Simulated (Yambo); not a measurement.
Yambo run on ZnS (wurtzite, space group P6_3mc, No. 186). The wavefunctions are PBEsol (Quantum ESPRESSO, PseudoDojo norm-conserving, 84 Ry, scalar-relativistic) ones on a 6×6×2 mesh (26 occupied bands); a = b = 3.7820 Å, c = 6.2040 Å, α = β = 90.00°, γ = 120.00°.

Yambo input:

```
rim_cut
gw0
dyson
el_el_corr
HF_and_locXC
ppa
em1d
RandQpts= 1000000
RandGvec= 1 Ry
EXXRLvcs= 84 Ry
VXCRLvcs= 336 Ry
Chimod= "HARTREE"
% BndsRnXp
 9 | 156 |
%
NGsBlkXp= 8 Ry
% LongDrXp
 1.0 | 1.0 | 1.0 |
%
PPAPntXp= 27.2114 eV
% GbndRnge
 1 | 156 |
%
GTermKind= "none"
DysSolver= "n"
ExtendOut
% QPkrange
 1 | 1 | 26 | 27 |
%
```

k points by index: 1 = Γ.

The o-*.qp file then holds:

```
#    K-point    Band    Eo [eV]    E [eV]    E-Eo [eV]    Vxc [eV]    Vnlxc [eV]    Sc|Eo [eV]    Sc|E [eV]    dSc/dw|Eo [eV]    Re(Z)    Im(Z)
#
    1    26    0.000000    -0.807892    -0.807892    -16.77415    -20.00618    2.209836    2.424136    -7.217204    0.790370    -0.001300
    1    27    2.162444    2.664898    0.502454    -11.64613    -7.338678    -3.690907    -3.804999    -6.177673    0.814977    -0.001197
```
(The two width columns are left out.) Convergence of these settings isn't established.

Geometry relaxed with PBEsol.
